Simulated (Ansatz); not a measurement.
CsSnBr$_{3}$ (cubic perovskite, space group No. 221) at seven volumes, the program Ansatz at the PBE level (PAW), scaled uniformly. One row is withheld.

| V (Å³/atom) | P (GPa) |
|---|---|
| 37.135 | 2.24 |
| 38.359 | 1.36 |
| 39.583 | 0.63 |
| 40.807 | 0.00 |
| 42.031 | -0.53 |
| 43.256 | ? |
| 44.480 | -1.36 |

Task: Fit the shown pressures and predict the withheld one.

Result: P = (3/2)B₀(x^(7/2) − x^(5/2))[1 + (3/4)(B′ − 4)(x − 1)] with x = (V₀/V)^(2/3). Least squares on the six rows gives V₀ = 40.808 Å³/atom, B₀ = 19.2 GPa, B′ = 4.52. At V = 43.256, x = 0.9619 and P = -0.98 GPa. The run itself gave -0.98 GPa.

Space group Pm-3m (cubic perovskite). The PBE relaxation kept the symmetry of its start. The volume moved by 18 % from the start of the relaxation. Scalar-relativistic: spin–orbit coupling is off unless named, which matters more the heavier the elements.

Potentials: the later of the program's two PAW sets.
